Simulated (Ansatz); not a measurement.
Ansatz (a first-principles code) input:

Ansatz 0.2 input:
```yaml
crystal:
  lattice:
    - [3.1720418744, 0.0, 0.0]
    - [-1.5860209372, 2.7470688451, 0.0]
    - [0.0, 0.0, 12.5522201468]
  atoms:
    - { symbol: W, position: [0.3333333333, 0.6666666667, 0.25] }
    - { symbol: W, position: [0.6666666667, 0.3333333333, 0.75] }
    - { symbol: S, position: [0.3333333333, 0.6666666667, 0.6256614734] }
    - { symbol: S, position: [0.6666666667, 0.3333333333, 0.3743385266] }
    - { symbol: S, position: [0.6666666667, 0.3333333333, 0.1256614734] }
    - { symbol: S, position: [0.3333333333, 0.6666666667, 0.8743385266] }
kpoints:
  mp_grid: { grid: [8, 8, 2] }
  band_path:
    path:
      - [[0.0, 0.0, 0.0], [0.5, 0.0, 0.0], [0.3333333333, 0.3333333333, 0.0], [0.0, 0.0, 0.0], [0.0, 0.0, 0.5], [0.5, 0.0, 0.5], [0.3333333333, 0.3333333333, 0.5], [0.0, 0.0, 0.5]]  # Γ-M-K-Γ-A-L-H-A
      - [[0.5, 0.0, 0.5], [0.5, 0.0, 0.0]]  # L-M
      - [[0.3333333333, 0.3333333333, 0.5], [0.3333333333, 0.3333333333, 0.0]]  # H-K
      - [VBM, CBM]
    npoints: 8
hamiltonian:
  xc: r2scan
  dispersion: d4
  pseudopotentials: { azcp: { folder: ./paw }, kind: paw_fr }
magnetization: { noncollinear: true, spin_orbit: true }
scf:
  n_extra_bands: 12
  convergence: { dr2_threshold: 0.0000000001 }
  occupations: { method: gaussian, width: 0.01 }
checkpoint: { write: soc.run }
output: { eigenvalues: true }
```

Output (shortened):

```
Pseudopotential: W, paw, valence charge 14
Pseudopotential: S, paw, valence charge 6
Functional definition: r2SCAN
non-collinear run that drives no moment, with spin-orbit …
Crystal: 6 atoms, lattice volume = 109.378 Å³
Basis set: ecut = 500 eV, 2763 PW (Γ), exchange–correlation on 96×96×384 points (64 copies of the dense FFT grid, shifted against one another)
Bands: 64, of which v1, the nominal top of the filled ones, is band 52 counted from 1 (51 counted from 0)
Symmetry: 24 space group operations + 24 with time reversal
k-points: 20 of 128
Projection manifold: j_resolved (fully-relativistic pseudo-atomic orbitals)
SCF iter   1: F=—  HF=-24376.466786 eV  |F-HF|=—  |Δ(HF+E_count)|=         —  Δρ=4.07e-2  dr2=2.50e0  dr2_τ=3.81e-2  dr2_m=0.00e0 (ungated)  ethr=3.10e-3  |M|=0.00e0 ∫|m|=0.00e0 μB  |m|>n=0.0e0 m-floor=0.0e0 τ_xc=0.0e0  β_m=0.30  ⟨swp⟩=7.3  Hψ=3475  notcnv=0
preconditioner: auto → Resta (q_TF=auto, 2.410 Å⁻¹)
spin=Noncollinear: Resta preconditioning applied to the charge; magnetization (m_x, m_y, m_z) channels mix plain (no charge-response kernel on spin).
SCF iter   2: F=—  HF=-24376.426339 eV  |F-HF|=—  |Δ(HF+E_count)|=   4.04e-2  Δρ=3.13e-2  dr2=1.43e0  dr2_τ=3.52e-3  dr2_m=0.00e0 (ungated)  ethr=3.10e-3  |M|=0.00e0 ∫|m|=0.00e0 μB  |m|>n=0.0e0 m-floor=0.0e0 τ_xc=0.0e0  β_m=0.65  ⟨swp⟩=2.0  Hψ=805  notcnv=0  defer=108
SCF iter   3: F=—  HF=-24376.231998 eV  |F-HF|=—  |Δ(HF+E_count)|=   1.94e-1  Δρ=7.31e-3  dr2=6.55e-2  dr2_τ=1.59e-3  dr2_m=0.00e0 (ungated)  ethr=2.75e-3  |M|=0.00e0 ∫|m|=0.00e0 μB  |m|>n=0.0e0 m-floor=0.0e0 τ_xc=0.0e0  β_m=0.82  ⟨swp⟩=2.9  Hψ=1058  notcnv=0  defer=110
SCF iter   4: F=—  HF=-24376.221857 eV  |F-HF|=—  |Δ(HF+E_count)|=   1.01e-2  Δρ=2.78e-3  dr2=1.05e-2  dr2_τ=3.23e-4  dr2_m=0.00e0 (ungated)  ethr=1.26e-4  |M|=0.00e0 ∫|m|=0.00e0 μB  |m|>n=0.0e0 m-floor=0.0e0 τ_xc=0.0e0  β_m=0.91  ⟨swp⟩=2.9  Hψ=1130  notcnv=0  defer=108
SCF iter   5: F=—  HF=-24376.223318 eV  |F-HF|=—  |Δ(HF+E_count)|=   1.46e-3  Δρ=1.18e-3  dr2=4.64e-3  dr2_τ=5.54e-5  dr2_m=0.00e0 (ungated)  ethr=2.02e-5  |M|=0.00e0 ∫|m|=0.00e0 μB  |m|>n=0.0e0 m-floor=0.0e0 τ_xc=0.0e0  β_m=0.84  ⟨swp⟩=2.9  Hψ=1033  notcnv=0  defer=108
SCF iter   6: F=—  HF=-24376.222561 eV  |F-HF|=—  |Δ(HF+E_count)|=   7.57e-4  Δρ=3.27e-4  dr2=1.86e-4  dr2_τ=9.20e-7  dr2_m=0.00e0 (ungated)  ethr=8.92e-6  |M|=0.00e0 ∫|m|=0.00e0 μB  |m|>n=0.0e0 m-floor=0.0e0 τ_xc=0.0e0  β_m=0.92  ⟨swp⟩=2.5  Hψ=965  notcnv=0  defer=108
SCF iter   7: F=—  HF=-24376.222578 eV  |F-HF|=—  |Δ(HF+E_count)|=   1.64e-5  Δρ=4.89e-5  dr2=6.17e-6  dr2_τ=5.15e-8  dr2_m=0.00e0 (ungated)  ethr=3.58e-7  |M|=0.00e0 ∫|m|=0.00e0 μB  |m|>n=0.0e0 m-floor=0.0e0 τ_xc=0.0e0  β_m=0.96  ⟨swp⟩=2.0  Hψ=952  notcnv=0  defer=108
SCF iter   8: F=—  HF=-24376.222582 eV  |F-HF|=—  |Δ(HF+E_count)|=   4.28e-6  Δρ=1.58e-5  dr2=3.71e-7  dr2_τ=5.99e-9  dr2_m=0.00e0 (ungated)  ethr=1.19e-8  |M|=0.00e0 ∫|m|=0.00e0 μB  |m|>n=0.0e0 m-floor=0.0e0 τ_xc=0.0e0  β_m=0.98  ⟨swp⟩=2.1  Hψ=926  notcnv=0  defer=108
SCF iter  11: F=-24376.222673 eV  HF=-24376.222673 eV  |F-HF|=0.00e0  |Δ(HF+E_count)|=  7.64e-11  Δρ=6.54e-8  dr2=6.28e-12  dr2_τ=1.28e-13  dr2_m=0.00e0 (ungated)  ethr=1.00e-12  |M|=0.00e0 ∫|m|=0.00e0 μB  |m|>n=0.0e0 m-floor=0.0e0 τ_xc=0.0e0  ⟨swp⟩=11.9  Hψ=2382  notcnv=0
SCF 1 converged in 11 iterations: F = -24376.222673 eV  dr2 = 6.28e-12
NSCF: frozen V_eff on 28 k-points
NSCF: frozen V_eff on 28 k-points
NSCF: frozen V_eff on 28 k-points
NSCF: frozen V_eff on 5 k-points
NSCF: frozen V_eff on 13 k-points
NSCF: frozen V_eff on 10 k-points
NSCF: frozen V_eff on 8 k-points
NSCF: frozen V_eff on 16 k-points
NSCF: frozen V_eff on 7 k-points
NSCF: frozen V_eff on 5 k-points
NSCF: frozen V_eff on 13 k-points
NSCF: frozen V_eff on 84 k-points
SCF converged after 11 iterations
Magnetization: |M| = 0.0000 μB,  M = (+0.0000, +0.0000, +0.0000) μB
Absolute magnetization: 0.0000 μB (∫|m|)
  site 0: m = (+0.0000, +0.0000, +0.0000) μB, |m| = 0.0000 μB  (R = 0.99 Å)
  site 1: m = (+0.0000, +0.0000, +0.0000) μB, |m| = 0.0000 μB  (R = 0.99 Å)
  site 2: m = (+0.0000, +0.0000, +0.0000) μB, |m| = 0.0000 μB  (R = 0.99 Å)
  site 3: m = (+0.0000, +0.0000, +0.0000) μB, |m| = 0.0000 μB  (R = 0.99 Å)
  site 4: m = (+0.0000, +0.0000, +0.0000) μB, |m| = 0.0000 μB  (R = 0.99 Å)
  site 5: m = (+0.0000, +0.0000, +0.0000) μB, |m| = 0.0000 μB  (R = 0.99 Å)
Free energy (F): -24376.222673 eV
Harris-Foulkes:  -24376.222673 eV  (|F-HF|=0.00e0)
Internal energy: -24376.222673 eV  (E = F + TS)
E sigma→0 (E₀):  -24376.222673 eV
Fermi energy:    11.733378 eV
--- Per-component energies (eV) ---
  E_band       = -445.386838
  E_kinetic    = 1269.369784
  E_local      = -3587.999928  (includes V_loc(G=0)·N_el)
  E_nonlocal   = 80.607416
  E_hartree    = 1495.341616
  E_xc         = -838.061715
  E_vxc        = -863.576440  (∫ρ·V_xc dr)
  E_paw        = -19626.000791  (= ΣΔE_a)
  E_vpaw       = -377.858827  (= ΣTr[D̂ρ^β])
  E_aug_tail   = 0.000135  (compensation charges beyond the density's cutoff)
  E_vtau       = 43.387916  (kinetic-family band-sum trace: ∫τ·v_τ [+ j·A + Jᵃ·Aᵃ] dr)
  E_ewald      = -3166.889318
  E_disp       = -0.928519  (pairwise vdW)
  E_core_change = -1.661354  (= ΣΔE_core)
  E_smearing   =  0.000000  (= −TS)
  E_closure    = 0.000000  (closes the sum)
  Σ components = -24376.222673   (vs F -24376.222673, Δ=0.00e0)
  [band-id]    e_kinetic+e_local+e_nonlocal+2·e_hartree+e_vxc+e_vpaw+e_augmentation_tail+e_vtau = -445.386713   (vs E_band -445.386838, Δ=1.25e-4)
--- Band table (eV; the first three rows and the last of 20) ---
  k-point 0: bands = ["-65.2949", "-65.2949", "-65.2949", "-65.2949", "-35.9743", "-35.9743", "-35.9743", "-35.9743", "-26.3237", "-26.3237", "-26.3236", "-26.3236", "-26.1649", "-26.1649", "-26.1649", "-26.1649", "-5.2095", "-5.2095", "-5.0318", "-5.0318", …
  k-point 1: bands = ["-65.2949", "-65.2949", "-65.2949", "-65.2949", "-35.9743", "-35.9743", "-35.9743", "-35.9743", "-26.3236", "-26.3236", "-26.3236", "-26.3236", "-26.1649", "-26.1649", "-26.1649", "-26.1649", "-5.1279", "-5.1279", "-5.1279", "-5.1279", …
  k-point 2: bands = ["-65.2920", "-65.2920", "-65.2920", "-65.2920", "-35.9849", "-35.9849", "-35.9849", "-35.9849", "-26.3310", "-26.3310", "-26.3309", "-26.3309", "-26.2069", "-26.2069", "-26.2069", "-26.2069", "-4.9420", "-4.9420", "-4.7652", "-4.7652", …
  k-point 19: bands = ["-65.2728", "-65.2728", "-65.2728", "-65.2728", "-36.0593", "-36.0593", "-36.0497", "-36.0497", "-26.5213", "-26.5213", "-26.4763", "-26.4763", "-26.3551", "-26.3551", "-26.3430", "-26.3430", "-2.7225", "-2.7225", "-2.5229", "-2.5229", …
```

Cost: very roughly 3 core-minutes on shared cores.

Space group P6_3/mmc. Symmetry was held in the r²SCAN+D4 relaxation; phonons on a q-mesh show no instability. No spin polarisation was allowed.

Potentials: the earlier of the program's two PAW sets.

Ansatz is a plane-wave DFT program.
